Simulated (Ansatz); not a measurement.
# Run times of several calculations on TiO2

Cell: 24 atoms, space group Pbca, a = 5.145 Å, b = 9.184 Å, c = 5.447 Å, α = 90.00°, β = 90.00°, γ = 90.00°.

All runs are DFT with Ansatz 0.2.0 on 1 thread of Intel Xeon Platinum 8259CL CPU @ 2.50GHz (Skylake/Cascade Lake) (x86_64; 16 cores open to the job, memory cap 3.0 GiB, no GPU), a shared host.

Task: Rank the runs by wall time, shortest first.
A. relaxation of the ions, PBE, gradients read without the response of the cores, 420 eV, 5×3×4 k-points, smearing 0.02 eV
B. single point at relaxed positions, r2SCAN, gradients read without the response of the cores, 500 eV, 5×3×4 k-points, smearing 0.02 eV
C. single point, PBE, gradients read without the response of the cores, 420 eV, 5×3×4 k-points, smearing 0.02 eV

Result: C (44 s, 0.82 GiB), B (86 s, 1.3 GiB), A (3 min, 0.85 GiB).
